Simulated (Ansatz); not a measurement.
Method: Ansatz, DFT PBE, scalar-relativistic, plane waves, PAW. Settings: cutoff 420 eV, Γ-centred meshes spaced at most about 0.3 Å⁻¹ (2π included), Gaussian smearing. No spin polarisation in the final relaxations.

These are static total energies at zero pressure. All come from trial cells, and lower structures may exist.

Question: Order these relaxed structures of LiTlF₄ by energy, lowest first, with the energy over the lowest of them.
1.

```
Li Tl F
1.0
     3.78133    0.00000    0.00000
     0.00000    7.75456    0.00000
    -1.78545    0.00000    5.27737
Li Tl F
2 2 8
Direct
  0.19362 0.75000 0.90412
  0.80638 0.25000 0.09588
  0.50000 0.50000 0.50000
  0.50000 0.00000 0.50000
  0.87959 0.48184 0.25441
  0.87959 0.01816 0.25441
  0.62631 0.75000 0.75730
  0.61931 0.25000 0.73764
  0.12041 0.51816 0.74559
  0.12041 0.98184 0.74559
  0.38069 0.75000 0.26236
  0.37369 0.25000 0.24270
```

2.

```
Li Tl F
1.0
     3.76619    0.00000    0.00000
     0.00000    3.76619    0.00000
     0.00000    0.00000    5.30552
Li Tl F
1 1 4
Direct
  0.00000 0.00000 0.00000
  0.50000 0.50000 0.50000
  0.50000 0.00000 0.25027
  0.00000 0.50000 0.74973
  0.50000 0.00000 0.74973
  0.00000 0.50000 0.25027
```

Answer: 1 (0 meV/atom), 2 (28 meV/atom). Forms: 1 P2_1/m; 2 Li and Tl ordered on fluorite sites, P4/mmm. Counting F atoms around Li and Tl (those within 1.25 times the shortest such distance or 1.15 times the sum of covalent radii, 1.27 where that leaves under three; the shortest distance is added where it exceeds 1.18 times the sum of covalent radii): cell 1 has Li 5, Tl 8; cell 2 has Li 8 from 2.3 Å, Tl 8.

These runs have no spin–orbit coupling, which can matter for Tl. Cells relaxed within their symmetry can be saddle points. The P2_1/m cell of LiTlF4 came from shaking the P4/mmm one. Some candidate types were left out of the draw beforehand, so a known form may be missing.
